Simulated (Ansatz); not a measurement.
Input:

Starting cell, NaF (rock salt):

```
CELL_PARAMETERS angstrom
      0.00000     4.70157     4.70157
      2.35078     2.35078     4.70157
      2.35078     2.35078     0.00000
ATOMIC_POSITIONS crystal
  F  0.00000 0.00000 0.00000
  F  0.50000 0.00000 0.00000
  Na 0.00000 0.50000 0.50000
  Na 0.50000 0.50000 0.50000
```

A phonon eigenvector at X = (0.5, 0.5, 0.0) is frozen into this cell: atom i moves by Q times the vector below, so Q is the largest atomic displacement, in Å. The cell is held. (q is in reciprocal vectors of the primitive cell; the cell shown is doubled to hold the pattern.)

```csv
atom,x,y,z
F1,0.000,0.000,-1.000
F2,0.000,0.000,1.000
Na3,0.000,0.000,-0.059
Na4,0.000,0.000,0.059
```

All values below come from PBE (plane waves to 420 eV, PAW, scalar-relativistic; Ansatz, a first-principles code). k mesh 12×12×12 (Γ-centred), Fermi-Dirac smearing 0.05 eV. Energies are smeared free energies. NaF was relaxed with its symmetry unable to fall. The relaxed volume of NaF is well above the measured one; the method has no dispersion term. ΔE is measured from the undisplaced structure.

The scan covers Q from -0.100 to 0.100 Å in 13 points.

Problem. Which space group does the distorted structure have?

Solution. P4/nmm (No. 129), lowered from Fm-3m.

Problem. What is the energy change at Q = 0.100 Å?

Solution. 53.3 meV/cell.

Problem. What harmonic wavenumber does the curvature at Q = 0 give?

Solution. 274 cm⁻¹.

(A displaced cell: forces are minus the slopes of the energy, force constants its curvatures, and phonons follow from these.)
